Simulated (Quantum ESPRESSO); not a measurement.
## Hf4Ag2ZnNb (input and log of a self-consistent run)

Computed values, not a measurement. The program is pw.x of Quantum ESPRESSO 7.5 (plane-wave density functional theory). The cell is made up: eight metal atoms on a face-centred cubic lattice, with elements, volume, strain and displacements drawn at random and not relaxed, so it may be unstable or far from any real phase. PseudoDojo standard norm-conserving files set the functional (PBE unless stated); there is no spin polarisation or spin-orbit coupling, the Fermi-Dirac width of 0.25 eV means electrons at about 2900 K, and the masses in the input are unused placeholders. Heavy elements are run without spin-orbit coupling, which real alloys of them have. A spin test at this wide smearing found no moment, but such smearing suppresses magnetism that the real alloy may have.

Input:

```
&control calculation='scf', pseudo_dir='./dojo.nc.sr.pbe.v0_5.standard.upf', outdir='./o', disk_io='minimal', tprnfor=.true., tstress=.true. /
&system ibrav=0, nat=8, ntyp=4, nbnd=74, ecutwfc=84.00895049, nosym=.true., tot_charge=0,
 occupations='smearing', smearing='fd', degauss=0.0183746611
/
&electrons conv_thr=1.470e-08, electron_maxstep=70, mixing_beta=0.5 /
ATOMIC_SPECIES
Ag 1.0 Ag.upf
Hf 1.0 Hf.upf
Nb 1.0 Nb.upf
Zn 1.0 Zn.upf
CELL_PARAMETERS angstrom
0.0214 -0.0057 -4.3973
4.3314 -0.0406 -0.0214
0.0812 -8.6602 -0.0115
ATOMIC_POSITIONS angstrom
Hf 0.0858 0.0986 -0.1063
Ag 0.0698 -4.3791 0.0359
Ag 2.0209 -2.2653 -0.0001
Hf 2.2844 -6.4601 0.0864
Zn 0.1488 -2.0585 -2.3479
Hf -0.0073 -6.5574 -2.1367
Hf 2.1269 0.0487 -2.3587
Nb 2.1968 -4.4273 -2.2172
K_POINTS automatic
5 5 3 1 1 1
```

The log is shortened where brackets say so; the opening notice, blank lines, dates and the lines on written files are dropped, and the path of the files is cut. It prints rydbergs, bohrs and kilobars, and counts compression as positive stress. Its total energy is the free energy E - TS of the whole cell.

```
     Program PWSCF v.7.5
     Parallel version (MPI & OpenMP), running on       4 processor cores
     Number of MPI processes:                 4
     Threads/MPI process:                     1
     [start-up lines left out]
     bravais-lattice index     =            0
     lattice parameter (alat)  =       8.3098  a.u.
     unit-cell volume          =    1112.9857 (a.u.)^3
     number of atoms/cell      =            8
     number of atomic types    =            4
     number of electrons       =       119.00
     number of Kohn-Sham states=           74
     kinetic-energy cutoff     =      84.0090  Ry
     charge density cutoff     =     336.0358  Ry
     scf convergence threshold =      1.5E-08
     mixing beta               =       0.5000
     number of iterations used =            8  plain     mixing
     Exchange-correlation= PBE
                           (   1   4   3   4   0   0   0)
     [axes and pseudopotential details left out]
   Cartesian axes
     site n.     atom                  positions (alat units)
         1        Hf     tau(   1) = (   0.0195117   0.0224226  -0.0241736  )
         2        Ag     tau(   2) = (   0.0158732  -0.9958485   0.0081640  )
         3        Ag     tau(   3) = (   0.4595716  -0.5151505  -0.0000227  )
         4        Hf     tau(   4) = (   0.5194940  -1.4690874   0.0196482  )
         5        Zn     tau(   5) = (   0.0338385  -0.4681222  -0.5339345  )
         6        Hf     tau(   6) = (  -0.0016601  -1.4912143  -0.4859056  )
         7        Hf     tau(   7) = (   0.4836770   0.0110748  -0.5363905  )
         8        Nb     tau(   8) = (   0.4995730  -1.0068096  -0.5042121  )
     number of k points=    38  Fermi-Dirac smearing, width (Ry)=  0.0184
                       cart. coord. in units 2pi/alat
        k(    1) = (   0.1002484  -0.0835557  -0.0994051), wk =   0.0533333
        k(    2) = (   0.1034196   0.2549853  -0.0998285), wk =   0.0533333
     [further k points left out]
     Dense  grid:   115729 G-vectors     FFT dimensions: (  50,  48,  96)
     Estimated max dynamical RAM per process >     379.17 MB
     Estimated total dynamical RAM >       1.40 GB
     Initial potential from superposition of free atoms
     starting charge     118.9892, renormalised to     119.0000
     Starting wfcs are   80 randomized atomic wfcs
     total cpu time spent up to now is        4.9 secs
     per-process dynamical memory:   286.1 Mb
     Self-consistent Calculation
     iteration #  1     ecut=    84.01 Ry     beta= 0.50
     Davidson diagonalization with overlap
     ethr =  1.00E-02,  avg # of iterations =  3.0
     total cpu time spent up to now is       15.8 secs
     total energy              =   -1610.10155238 Ry
     estimated scf accuracy    <       6.06931833 Ry
     iteration #  2     ecut=    84.01 Ry     beta= 0.50
     Davidson diagonalization with overlap
     ethr =  5.10E-03,  avg # of iterations =  6.4
     total cpu time spent up to now is       30.3 secs
     total energy              =   -1608.96108113 Ry
     estimated scf accuracy    <      91.68891285 Ry
     iteration #  3     ecut=    84.01 Ry     beta= 0.50
     Davidson diagonalization with overlap
     ethr =  5.10E-03,  avg # of iterations =  4.4
     total cpu time spent up to now is       42.3 secs
     total energy              =   -1613.56592089 Ry
     estimated scf accuracy    <       5.57784610 Ry
     iteration #  4     ecut=    84.01 Ry     beta= 0.50
     Davidson diagonalization with overlap
     ethr =  4.69E-03,  avg # of iterations =  2.0
     total cpu time spent up to now is       51.4 secs
     total energy              =   -1613.92605153 Ry
     estimated scf accuracy    <       1.48544533 Ry
     iteration #  5     ecut=    84.01 Ry     beta= 0.50
     Davidson diagonalization with overlap
     ethr =  1.25E-03,  avg # of iterations =  3.2
     total cpu time spent up to now is       60.9 secs
     total energy              =   -1613.96751122 Ry
     estimated scf accuracy    <       0.11555421 Ry
     [iterations 6 to 11 left out]
     iteration # 12     ecut=    84.01 Ry     beta= 0.50
     Davidson diagonalization with overlap
     ethr =  2.12E-09,  avg # of iterations =  4.0
     total cpu time spent up to now is      136.9 secs
     total energy              =   -1613.99290380 Ry
     estimated scf accuracy    <       0.00000042 Ry
     iteration # 13     ecut=    84.01 Ry     beta= 0.50
     Davidson diagonalization with overlap
     ethr =  3.52E-10,  avg # of iterations =  2.2
     total cpu time spent up to now is      146.4 secs
     total energy              =   -1613.99290386 Ry
     estimated scf accuracy    <       0.00000004 Ry
     iteration # 14     ecut=    84.01 Ry     beta= 0.50
     Davidson diagonalization with overlap
     ethr =  3.61E-11,  avg # of iterations =  4.8
     total cpu time spent up to now is      157.3 secs
     total energy              =   -1613.99290386 Ry
     estimated scf accuracy    <       0.00000009 Ry
     iteration # 15     ecut=    84.01 Ry     beta= 0.50
     Davidson diagonalization with overlap
     ethr =  3.61E-11,  avg # of iterations =  2.0
     total cpu time spent up to now is      166.7 secs
     total energy              =   -1613.99290387 Ry
     estimated scf accuracy    <       0.00000004 Ry
     iteration # 16     ecut=    84.01 Ry     beta= 0.50
     Davidson diagonalization with overlap
     ethr =  2.95E-11,  avg # of iterations =  2.0
     total cpu time spent up to now is      175.7 secs
     End of self-consistent calculation
     [lines on levels left out]
!    total energy              =   -1613.99290387 Ry
     estimated scf accuracy    <          6.7E-09 Ry
     smearing contrib. (-TS)   =      -0.11421091 Ry
     internal energy E=F+TS    =   -1613.87869296 Ry
     The total energy is F=E-TS. E is the sum of the following terms:
     one-electron contribution =    -779.17734237 Ry
     hartree contribution      =     435.29953829 Ry
     xc contribution           =    -277.54958673 Ry
     ewald contribution        =    -992.45130215 Ry
     convergence has been achieved in  16 iterations
     Forces acting on atoms (cartesian axes, Ry/au):
     atom    1 type  2   force =    -0.04219735   -0.06360921    0.01599253
     atom    2 type  1   force =    -0.00544823    0.01813706   -0.00270577
     atom    3 type  1   force =     0.01812341   -0.00046141   -0.00933258
     atom    4 type  2   force =    -0.02589975    0.02308144   -0.04285067
     atom    5 type  4   force =    -0.01427336   -0.02651301    0.00544802
     atom    6 type  2   force =     0.04180456    0.05993773   -0.01709902
     atom    7 type  2   force =     0.02521421   -0.04294330    0.04021253
     atom    8 type  3   force =     0.00267651    0.03237071    0.01033495
     Total force =     0.147416     Total SCF correction =     0.000479
     Computing stress (Cartesian axis) and pressure
          total   stress  (Ry/bohr**3)                   (kbar)     P=        2.08
  -0.00000387   0.00010212   0.00003558           -0.57       15.02        5.23
   0.00010212  -0.00003046  -0.00013271           15.02       -4.48      -19.52
   0.00003558  -0.00013271   0.00007678            5.23      -19.52       11.29
     init_run     :      4.66s CPU      4.83s WALL (       1 calls)
     electrons    :    166.11s CPU    170.75s WALL (       1 calls)
     forces       :      1.90s CPU      1.92s WALL (       1 calls)
     stress       :      6.49s CPU      6.65s WALL (       1 calls)
     [timing details left out]
     PWSCF        :   2m59.26s CPU   3m 4.31s WALL
     JOB DONE.
```

In other units: free energy -21959.492 eV for the cell, pressure 0.21 GPa, largest force component 1.635 eV/Å in size. The run took 186 s of wall time with four MPI processes on a shared machine (Intel Xeon, 2023 or later, virtual cores), so the time is rough. A rerun of this cell at a higher cutoff and on a denser mesh moved values by no more than 0.004 eV in energy, 0.04 GPa in stress and 0.013 eV/Å in force, and a second program with other atomic files agreed on that cell to 2 % rms in force and 0.5 GPa in pressure.